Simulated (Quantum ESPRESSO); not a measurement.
# Where does F sit best among O sites?

The results below are calculated, not measured. They come from pw.x of Quantum ESPRESSO 7.5, a plane-wave density functional program, with PseudoDojo standard norm-conserving files (v0.5 for PBE, v0.4.1 for LDA and PBEsol). The cells are made up: elements, strain and atom displacements were drawn at random, and nothing was relaxed. There is no spin polarisation, spin-orbit coupling or dispersion term.

The cell has 9 sites of a quartz lattice. Sites 1 to 3 hold Si Si Si; sites 4 to 9 hold X N X O X X. Cell vectors in Å: (4.801, -0.008, 0.046); (-2.407, 4.219, 0.007); (0.050, 0.038, 5.439). Settings: PBE, cutoff 1143 eV, 5 x 5 x 4 k mesh shifted by half a step, Fermi-Dirac smearing of 0.025 eV.

In each run one of the sites marked X holds F and the others hold O; cell and positions stay the same. E is the free energy of the cell.

| site of the guest | first shell | mean distance (Å) | E above the lowest (eV) | P (GPa) | force on the guest (eV/Å) |
| --- | --- | --- | --- | --- | --- |
| 4 | Si2 | 1.543 | 2.074 | 21.57 | 3.662 |
| 6 | Si2 | 1.585 | 1.514 | 21.65 | 6.064 |
| 8 | Si2 | 1.690 | 0.000 | 21.72 | 1.855 |
| 9 | Si2 | 1.687 | 0.518 | 22.08 | 2.244 |

A rerun of one of these cells at 1437 eV and k mesh 7 x 7 x 6 moved values by no more than 0.003 eV in the cell's energy, 0.02 GPa in stress and 0.002 eV/Å in force.

## Reading the table

Site 8 is lowest, by 0.518 eV, over three times the rerun's bound. A straight line of energy against the mean distance has a slope of -12.4 ± 1.9 eV/Å, so the guest costs less on the roomier sites. The positions are random and not relaxed, so the differences hold for this frozen cell and are not site preferences of a real crystal.